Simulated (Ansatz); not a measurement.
BaF$_{2}$:
```cif
data_Ba4F8
_chemical_formula_sum 'Ba4 F8'
_space_group_name_H-M_alt 'Fm-3m'
_space_group_IT_number 225
_space_group_name_Hall '-F 4 2 3'
_cell_length_a 6.24628
_cell_length_b 6.24628
_cell_length_c 6.24628
_cell_angle_alpha 90.000
_cell_angle_beta 90.000
_cell_angle_gamma 90.000
loop_
_atom_site_label
_atom_site_type_symbol
_atom_site_symmetry_multiplicity
_atom_site_Wyckoff_symbol
_atom_site_fract_x
_atom_site_fract_y
_atom_site_fract_z
_atom_site_occupancy
Ba1 Ba 4 a 0.00000 0.00000 0.00000 1
F1 F 8 c 0.25000 0.25000 0.25000 1
```
(The calculation used a cell of 3 atoms; values per cell refer to that cell.)

Relaxed with PBE. PBE in the plane-wave PAW code Ansatz gives a gap of 6.73 eV.

Problem. What gap does HSE06 give on the same cell (Ansatz, PAW)?

Solution. 8.65 eV, 1.92 eV more. The hybrid was solved on a coarser mesh and at special points; its gap is the smallest among all of these.

| k | v1 PBE | c1 PBE | v1 HSE06 | c1 HSE06 |
|---|---|---|---|---|
| Γ | -0.09 | 6.73 | -0.10 | 8.65 |
| X | -0.14 | 7.27 | (withheld) | (withheld) |
| L | -0.18 | 9.04 | (withheld) | (withheld) |
| W | -0.19 | 7.53 | (withheld) | (withheld) |
| K | -0.16 | 7.52 | (withheld) | (withheld) |

Problem. Top valence (v1) and lowest conduction level (c1) in eV from each method's valence maximum (which need not be a listed point): supply the withheld HSE06 values.

Solution. 
- W, v1 HSE06: -0.23
- W, c1 HSE06: 9.46
- K, v1 HSE06: -0.18
- K, c1 HSE06: 9.45
- L, v1 HSE06: -0.17
- L, c1 HSE06: 11.15
- X, v1 HSE06: -0.17
- X, c1 HSE06: 9.18

Cost on shared cores: the PBE run (SCF on a 8×8×8 mesh, then bands and DOS) about 18 core-seconds (a rough figure), the HSE06 run (SCF on 6×6×6, then a few points) about 2.8 core-minutes (a rough figure); the tasks are unlike.

The PBE relaxation kept the symmetry of its start. Spin–orbit coupling is left out wherever it is not named.

Potentials: the later of the program's two PAW sets.
